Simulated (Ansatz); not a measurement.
Relaxed TiO2 (anatase):

```
TiO2
1.0
   -1.88487     1.88487     4.77774
    1.88487    -1.88487     4.77774
    1.88487     1.88487    -4.77774
Ti O
2 4
Direct
  0.50000   0.50000   0.00000
  0.25000   0.75000   0.50000
  0.29253   0.29253   0.00000
  0.04253   0.54253   0.50000
  0.45747   0.95747   0.50000
  0.70747   0.70747   0.00000
```

In this cell atom 6 (O, nearest neighbour Ti at 1.928 Å; its periodic images, 3.8 Å or more away, move with it) is moved by s along Cartesian [110], unit vector (0.707, 0.707, 0.000); all other atoms and the cell stay fixed.

These are PBEsol (plane waves to 420 eV, PAW, scalar-relativistic; Ansatz, a program for electronic structure) values and carry that method's errors. k mesh 10×10×10 (Γ-centred), Fermi-Dirac smearing 0.05 eV. E stands for the smeared free energy. Compression counts positive. Left out: 4 of 11 points, with atoms too close for the PAW data. F⊥ is the part of the force across the line. The PAW data are Ansatz's earlier set. TiO2 is run without spin polarisation. TiO2 was relaxed with its symmetry unable to fall. The zero of ΔE is the undisplaced structure.

```
s (Å)   P (GPa)  ΔE (meV/cell)  |F⊥| (eV/Å)
------  -------  -------------  -----------
-0.348     4.17              ?        2.718
-0.232     1.85            252        1.546
-0.116     0.46             61            ?
0.000      0.00              0        0.000
0.116      0.46             61            ?
0.232      1.85            252        1.546
0.348      4.17              ?        2.718
```

Task: What belongs in the gaps?

Result: 
- -0.348, ΔE (meV/cell): 591
- -0.116, |F⊥| (eV/Å): 0.690
- 0.116, |F⊥| (eV/Å): 0.690
- 0.348, ΔE (meV/cell): 591

(A displaced cell: forces are minus the slopes of the energy, force constants its curvatures, and phonons follow from these.)
